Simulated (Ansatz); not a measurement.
## Kick along a soft mode, then relaxed in KCaInWO6

Method: DFT PBEsol, scalar-relativistic, plane waves, PAW (Ansatz). Settings: plane waves to 420 eV, k-mesh 6×6×6 (Γ-centred), Gaussian smearing 0.05 eV. Spin–orbit coupling is left out, which can shift energies with elements as heavy as these. No spin polarisation. Energies are free energies at this smearing, counted from the undisturbed cell; pressure is positive in compression.

The undisturbed cell (relaxed at this level; it needn't be the usual structure):

```xyz
10
Lattice="0.0000 4.0235 4.0235 4.0235 0.0000 4.0235 4.0235 4.0235 0.0000" Properties=species:S:1:pos:R:3 pbc="T T T"
K     6.0353    6.0353    6.0353
Ca    2.0118    2.0118    2.0118
In    0.0000    0.0000    0.0000
W     4.0235    4.0235    4.0235
O     2.1158    4.0235    4.0235
O     5.9312    4.0235    4.0235
O     4.0235    4.0235    5.9312
O     4.0235    4.0235    2.1158
O     4.0235    2.1158    4.0235
O     4.0235    5.9312    4.0235
```

The atoms are moved along a zone-centre mode of 120i cm⁻¹ (Å):

| atom | ux | uy | uz |
| --- | --- | --- | --- |
| K1 | 0.000 | 0.001 | 0.000 |
| Ca2 | 0.000 | 0.150 | 0.000 |
| In3 | 0.000 | 0.000 | 0.000 |
| W4 | 0.000 | -0.010 | 0.000 |
| O5 | 0.000 | -0.055 | -0.025 |
| O6 | 0.000 | -0.055 | 0.025 |
| O7 | 0.025 | -0.055 | 0.000 |
| O8 | -0.025 | -0.055 | 0.000 |
| O9 | 0.000 | -0.023 | 0.000 |
| O10 | 0.000 | -0.023 | 0.000 |

Cell and atoms are then relaxed.

Task: Does the relaxation return to the undisturbed structure?

Result: No. It ends 15.1 meV/atom below it. The final space group reads Imm2 (tolerance 0.01 Å) and the volume changes by 1.36 %.

Final structure:

```
CELL_PARAMETERS angstrom
-0.06766 4.05882 4.03366
3.96600 0.00000 3.96600
4.03366 4.05882 -0.06766
ATOMIC_POSITIONS crystal
K 0.75414 0.74586 0.75414
Ca 0.30704 0.19296 0.30704
In 0.00160 0.99840 0.00160
W 0.49785 0.50215 0.49785
O 0.71247 0.26957 0.25631
O 0.25631 0.76165 0.71247
O 0.71247 0.76165 0.25631
O 0.25631 0.26957 0.71247
O 0.25772 0.74228 0.25772
O 0.72864 0.27136 0.72864
```

The relaxation, step by step (energy from the first step; small jumps at an unchanged geometry come where the plane waves are selected anew for the new cell):

| step | ΔE (meV/atom) | largest force component (eV/Å) | pressure (GPa) |
| --- | --- | --- | --- |
| 1 | 0.0 | 0.278 | 0.16 |
| 2 | -3.6 | 0.286 | 0.08 |
| 3 | -7.1 | 0.682 | 0.90 |
| 4 | -9.7 | 0.545 | 0.14 |
| 5 | -11.0 | 0.242 | -0.30 |
| 6 | -11.3 | 0.097 | 0.29 |
| 7 | -11.4 | 0.019 | -0.02 |
| 8 | -11.4 | 0.005 | -0.01 |
| 9 | -12.2 | 0.005 | 0.10 |
| 10 | -12.2 | 0.010 | -0.03 |
| 11 | -12.2 | 0.004 | -0.01 |
| 12 | -12.3 | 0.004 | -0.01 |

Frames along the relaxation (Å, eV/Å):

```xyz
10
Lattice="0.000 4.024 4.024 4.024 0.000 4.024 4.024 4.024 0.000" Properties=species:S:1:pos:R:3:forces:R:3 pbc="T T T" step=1
K     6.035    6.036    6.035    0.000    0.003    0.000
Ca    2.012    2.162    2.012    0.000    0.278    0.000
In    0.000    0.000    0.000    0.000    0.000    0.000
W     4.024    4.014    4.024    0.000   -0.099    0.000
O     2.116    3.968    3.999   -0.001   -0.036   -0.012
O     5.931    3.968    4.048    0.001   -0.036    0.012
O     4.048    3.968    5.931    0.012   -0.036    0.001
O     3.999    3.968    2.116   -0.012   -0.036   -0.001
O     4.024    2.093    4.024    0.000    0.003    0.000
O     4.024    5.908    4.024    0.000   -0.042    0.000
10
Lattice="-0.045 4.031 4.026 3.981 0.000 3.981 4.026 4.031 -0.045" Properties=species:S:1:pos:R:3:forces:R:3 pbc="T T T" step=2
K     5.972    6.042    5.972    0.000    0.042    0.000
Ca    1.991    2.283    1.991    0.000    0.204    0.000
In    0.000   -0.015    0.000    0.000    0.062    0.000
W     3.981    4.003    3.981    0.000    0.286    0.000
O     2.073    3.964    3.977    0.007   -0.158   -0.254
O     5.890    3.964    3.986   -0.007   -0.158    0.254
O     3.986    3.964    5.890    0.254   -0.158   -0.007
O     3.977    3.964    2.073   -0.254   -0.158    0.007
O     3.981    2.081    3.981    0.000    0.069    0.000
O     3.981    5.900    3.981    0.000   -0.030    0.000
10
Lattice="-0.080 4.039 4.029 3.949 0.000 3.949 4.029 4.039 -0.080" Properties=species:S:1:pos:R:3:forces:R:3 pbc="T T T" step=3
K     5.924    6.066    5.924    0.000    0.043    0.000
Ca    1.975    2.484    1.975    0.000   -0.174    0.000
In    0.000   -0.036    0.000    0.000    0.274    0.000
W     3.949    3.990    3.949    0.000    0.682    0.000
O     2.040    3.942    3.935    0.001   -0.187   -0.244
O     5.859    3.942    3.963   -0.001   -0.187    0.244
O     3.963    3.942    5.859    0.244   -0.187   -0.001
O     3.935    3.942    2.040   -0.244   -0.187    0.001
O     3.949    2.067    3.949    0.000    0.068    0.000
O     3.949    5.888    3.949    0.000   -0.145    0.000
10
Lattice="-0.065 4.054 4.033 3.968 0.000 3.968 4.033 4.054 -0.065" Properties=species:S:1:pos:R:3:forces:R:3 pbc="T T T" step=5
K     5.953    6.099    5.953    0.000    0.058    0.000
Ca    1.984    2.484    1.984    0.000    0.010    0.000
In    0.000    0.009    0.000    0.000    0.109    0.000
W     3.968    4.043    3.968    0.000   -0.241    0.000
O     2.053    3.930    3.926    0.196    0.013    0.009
O     5.884    3.930    4.010   -0.196    0.013   -0.009
O     4.010    3.930    5.884   -0.009    0.013   -0.196
O     3.926    3.930    2.053    0.009    0.013    0.196
O     3.968    2.090    3.968    0.000    0.115    0.000
O     3.968    5.915    3.968    0.000   -0.103    0.000
10
Lattice="-0.064 4.056 4.032 3.968 0.000 3.968 4.032 4.056 -0.064" Properties=species:S:1:pos:R:3:forces:R:3 pbc="T T T" step=6
K     5.952    6.117    5.952    0.000    0.000    0.000
Ca    1.984    2.493    1.984    0.000   -0.019    0.000
In    0.000    0.012    0.000    0.000    0.024    0.000
W     3.968    4.038    3.968    0.000   -0.015    0.000
O     2.059    3.928    3.924   -0.078    0.011    0.027
O     5.877    3.928    4.012    0.078    0.011   -0.027
O     4.012    3.928    5.877   -0.027    0.011    0.078
O     3.924    3.928    2.059    0.027    0.011   -0.078
O     3.968    2.092    3.968    0.000   -0.097    0.000
O     3.968    5.910    3.968    0.000    0.064    0.000
10
Lattice="-0.063 4.056 4.033 3.970 0.000 3.970 4.033 4.056 -0.063" Properties=species:S:1:pos:R:3:forces:R:3 pbc="T T T" step=7
K     5.955    6.118    5.955    0.000   -0.003    0.000
Ca    1.985    2.484    1.985    0.000    0.019    0.000
In    0.000    0.012    0.000    0.000    0.001    0.000
W     3.970    4.039    3.970    0.000   -0.003    0.000
O     2.059    3.931    3.929   -0.007   -0.005   -0.004
O     5.881    3.931    4.011    0.007   -0.005    0.004
O     4.011    3.931    5.881    0.004   -0.005    0.007
O     3.929    3.931    2.059   -0.004   -0.005   -0.007
O     3.970    2.091    3.970    0.000   -0.004    0.000
O     3.970    5.913    3.970    0.000    0.009    0.000
10
Lattice="-0.063 4.057 4.033 3.969 0.000 3.969 4.033 4.057 -0.063" Properties=species:S:1:pos:R:3:forces:R:3 pbc="T T T" step=8
K     5.954    6.119    5.954    0.000    0.000    0.000
Ca    1.985    2.490    1.985    0.000    0.000    0.000
In    0.000    0.013    0.000    0.000   -0.002    0.000
W     3.969    4.039    3.969    0.000    0.003    0.000
O     2.058    3.931    3.928    0.002    0.001    0.000
O     5.880    3.931    4.011   -0.002    0.001    0.000
O     4.011    3.931    5.880    0.000    0.001   -0.002
O     3.928    3.931    2.058    0.000    0.001    0.002
O     3.969    2.091    3.969    0.000    0.001    0.000
O     3.969    5.913    3.969    0.000   -0.005    0.000
10
Lattice="-0.069 4.059 4.034 3.964 0.000 3.964 4.034 4.059 -0.069" Properties=species:S:1:pos:R:3:forces:R:3 pbc="T T T" step=10
K     5.947    6.124    5.947    0.000   -0.005    0.000
Ca    1.982    2.491    1.982    0.000    0.007    0.000
In    0.000    0.013    0.000    0.000   -0.006    0.000
W     3.964    4.041    3.964    0.000    0.010    0.000
O     2.053    3.932    3.924    0.004    0.001    0.003
O     5.876    3.932    4.005   -0.004    0.001   -0.003
O     4.005    3.932    5.876   -0.003    0.001   -0.004
O     3.924    3.932    2.053    0.003    0.001    0.004
O     3.964    2.092    3.964    0.000   -0.008    0.000
O     3.964    5.915    3.964    0.000   -0.002    0.000
10
Lattice="-0.068 4.059 4.034 3.966 0.000 3.966 4.034 4.059 -0.068" Properties=species:S:1:pos:R:3:forces:R:3 pbc="T T T" step=11
K     5.949    6.122    5.949    0.000    0.002    0.000
Ca    1.983    2.492    1.983    0.000   -0.001    0.000
In    0.000    0.013    0.000    0.000    0.000    0.000
W     3.966    4.041    3.966    0.000    0.001    0.000
O     2.055    3.932    3.926    0.000    0.000   -0.002
O     5.877    3.932    4.006    0.000    0.000    0.002
O     4.006    3.932    5.877    0.002    0.000    0.000
O     3.926    3.932    2.055   -0.002    0.000    0.000
O     3.966    2.092    3.966    0.000   -0.004    0.000
O     3.966    5.915    3.966    0.000    0.001    0.000
10
Lattice="-0.068 4.059 4.034 3.966 0.000 3.966 4.034 4.059 -0.068" Properties=species:S:1:pos:R:3:forces:R:3 pbc="T T T" step=12
K     5.949    6.122    5.949    0.000    0.002    0.000
Ca    1.983    2.492    1.983    0.000   -0.001    0.000
In    0.000    0.013    0.000    0.000    0.000    0.000
W     3.966    4.041    3.966    0.000    0.001    0.000
O     2.055    3.932    3.926    0.000    0.000   -0.002
O     5.877    3.932    4.006    0.000    0.000    0.002
O     4.006    3.932    5.877    0.002    0.000    0.000
O     3.926    3.932    2.055   -0.002    0.000    0.000
O     3.966    2.092    3.966    0.000   -0.004    0.000
O     3.966    5.915    3.966    0.000    0.001    0.000
```

Cost: 1 run of about 3.2 core-minutes, on Intel Xeon 6975P-C (Granite Rapids) (shared hosts).